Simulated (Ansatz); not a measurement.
Pd, DFT, LDA, all-electron LAPW, scalar-relativistic (Ansatz 0.2.0), run on 1 thread of Arm Neoverse V1 on a shared host.

The geometry is COD entry 9008478, unchecked; take it as a test cell. The listed cell was then made from it by scaling, straining or moving an atom.

Command: `ansatz run input.yaml --threads 1 --pin off --max-ram 3072MiB --backend cpu --events-out ev --progress --plain --runs-dir out`

```yaml
crystal:
  lattice:
    - [0.0, 1.9449, 1.886553]
    - [1.9449, 0.0, 1.886553]
    - [1.9449, 1.9449, 0.0]
  atoms:
    - { symbol: Pd, position: [0.0, 0.0, 0.0] }
kpoints:
  mp_grid: { grid: [18, 18, 18] }
  band_path:
    path:
      - [0.0, 0.0, 0.0]
      - [0.0, 0.5, 0.5]
      - [0.25, 0.75, 0.5]
      - [0.0, 0.5, 0.0]
      - [0.0, 0.0, 0.0]
      - [0.5, 0.5, 0.0]
      - [0.3828515251, 0.6171484749, 0.0]
      - [-0.3828515251, 0.3828515251, 0.0]
      - [0.0, 0.0, 0.0]
    npoints: 5
scf:
  occupations: { method: fermi_dirac, width: 0.05 }
hamiltonian:
  xc: lda
  pseudopotentials: { kind: all_electron, lapw: { basis_error: 0.00025 } }
output:
  forces: true
  stress: true
  eigenvalues: true
```

Problem. How large is the problem that the program sets up?

Solution. 480 irreducible k-points, 169 plane waves at Γ, 18 bands.

Problem. About how long does it take, and how much memory does it use?

Solution. 52 s of wall time for 6 SCF iterations, with a peak of 0.7 GiB. Times on shared machines scatter by tens of per cent.
